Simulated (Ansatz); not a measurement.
YAl2Si2 in space group P-3m1 (No. 164; Si on 2d, Al on 2d, Y on 1a) at seven volumes, PBEsol (plane waves, PAW; program Ansatz), shape and atoms relaxed at each. One row is withheld.

```
V (Å³/atom)  P (GPa)
-----------  -------
17.850          9.52
18.439          5.86
19.027             ?
19.616          0.00
20.204         -2.32
20.793         -4.31
21.381         -6.01
```

Question: Fit the shown pressures and predict the withheld one.

Answer: Third-order Birch–Murnaghan: P = (3/2)B₀(x^(7/2) − x^(5/2))[1 + (3/4)(B′ − 4)(x − 1)] with x = (V₀/V)^(2/3). Least squares on the six rows gives V₀ = 19.616 Å³/atom, B₀ = 83.25 GPa, B′ = 4.08. At V = 19.027, x = 1.0205 and P = 2.70 GPa. The run itself gave 2.73 GPa.

The workflow started from an entry of the Crystallography Open Database (COD). Its standing as an ambient phase is unchecked. The PBEsol relaxation kept the symmetry of its start; its stability against distortions is not shown here. No spin polarisation was allowed.

Potentials: the later of the program's two PAW sets.
